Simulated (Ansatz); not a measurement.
Q: Each is relaxed and computed with PBE (plane waves, PAW; program Ansatz). Which is the only metal?
A) Mg2Si, Pn-3m (Mg on 4c, Si on 2a)
B) SiO2, CdI2 type
C) SiC, zinc blende
D) ZrSi2, MoSi2 or CaC2 type

A: D, ZrSi2, MoSi2 or CaC2 type. ZrSi2: metal; Mg2Si: gap 0.31 eV (direct); SiO2: gap 6.25 eV (indirect); SiC: gap 1.37 eV (indirect). Constructed cells (a structure type filled with these elements, in neither database checked): ZrSi2, MoSi2 or CaC2 type; Mg2Si, Pn-3m (Mg on 4c, Si on 2a); SiO2, CdI2 type. Not the usual ambient phase: Mg2Si, Pn-3m (Mg on 4c, Si on 2a); SiO2, CdI2 type. Weakly bound layers, chains or molecules computed without a dispersion correction, so cells and soft constants are ill determined: SiO2, CdI2 type. All cells were relaxed under the symmetry of their starts (and spin orders); stability against distortions was not tested throughout. Rows with no word on spin ran without spin polarisation. Scalar-relativistic: spin–orbit coupling is off unless named, which matters more the heavier the elements.

Potentials: the later of the program's two PAW sets.
